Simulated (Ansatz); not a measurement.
The cell below belongs to a search over invented structures; it isn't taken from experiment.

Input and command of a plane-wave DFT calculation in Ansatz:

```yaml
crystal:
  lattice:
    - [2.9140839066, 1.6824471279, 4.742201698]
    - [-2.9140839066, 1.6824471279, 4.742201698]
    - [0.0, -3.3648942559, 4.742201698]
  atoms:
    - { symbol: Ga, position: [0.5, 0.5, 0.0] }
    - { symbol: Ga, position: [0.5, 0.0, 0.5] }
    - { symbol: Ga, position: [0.0, 0.5, 0.5] }
    - { symbol: Sb, position: [0.5, 0.5, 0.5] }
    - { symbol: "N", position: [0.2635709452, 0.2635709452, 0.2635709452] }
    - { symbol: "N", position: [0.7364290548, 0.7364290548, 0.7364290548] }
basis:
  ecutwfc: 420
kpoints:
  mp_grid: { grid: [12, 12, 12] }
hamiltonian:
  xc: pbe
scf:
  occupations: { method: gaussian, width: 0.1 }
output:
  forces: true
  stress: true
  eigenvalues: true
relax:
  adjacent_minimum: "off"
  f_tol: 0.01
  max_steps: 80
  cell: { stress_tol: 0.05 }
```

```bash
ansatz run input.yaml --threads 1 --pin off --max-ram 2560MiB --backend cpu --events-out ev --progress --plain --runs-dir out
```

Processor: AMD EPYC (Zen 3), 1 thread, on a host shared with other jobs.

Question: Estimate time, memory and problem size.

Answer: About 9.4 min, peak memory 0.97 GiB. It solves 39 bands at 189 k points (after reduction by symmetry) with about 2733 plane waves (on the last cell), in 26 SCF iterations over 4 ionic steps.
